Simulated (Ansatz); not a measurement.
BeSe (wurtzite, P6_3mc), PBEsol in the plane-wave PAW code Ansatz. The conduction-band minimum lies at K, with 2 equivalent valleys. Second derivatives d²E/dk² of the lowest band at one valley (eV·Å²), along Cartesian directions:

```csv
direction,d²E/dk²
[100],15.90
[010],15.90
[001],26.88
[110],15.90
[101],21.39
[011],21.39
```

Task: Find the principal effective masses, the density-of-states mass and the conductivity mass.

Result: Off-diagonal terms follow from H_xy = H[110] − (H_xx + H_yy)/2, and m*/mₑ = 7.620 eV·Å² over each eigenvalue: 0.28, 0.48, 0.48. One valley's DOS mass (m₁m₂m₃)^(1/3) = 0.40, conductivity mass 3/(Σ 1/mᵢ) = 0.39 mₑ.

Task: What effective density of states Nc follows at 300 K for parabolic valleys?

Result: Nc = 2.509e19 × 2 × (0.40)^(3/2) ≈ 1.3e19 cm⁻³.

Task: With the computed static dielectric constant 7.66 (mean of the diagonal), estimate a hydrogenic donor's binding energy and radius.

Result: E = 13.606 eV × 0.39/7.66² ≈ 90 meV; a = 0.529 Å × ε/m* ≈ 10 Å. Semilocal masses tend to be too small when the gap is underestimated.

The start of the workflow was typed in or built on a structure type; neither database checked (COD, Materials Project) lists it. COD files the formula under space group No. 216. Whether it is the stable phase at ambient conditions was not checked. The PBEsol relaxation kept the symmetry of its start; whether a distortion lowers the energy is not shown. Scalar-relativistic: spin–orbit coupling is off unless named, which matters more the heavier the elements.

Potentials: the earlier of the program's two PAW sets. The files were generated under PBE; for other functionals the program regenerates the frozen cores, and for LDA and PBEsol the local potential too.
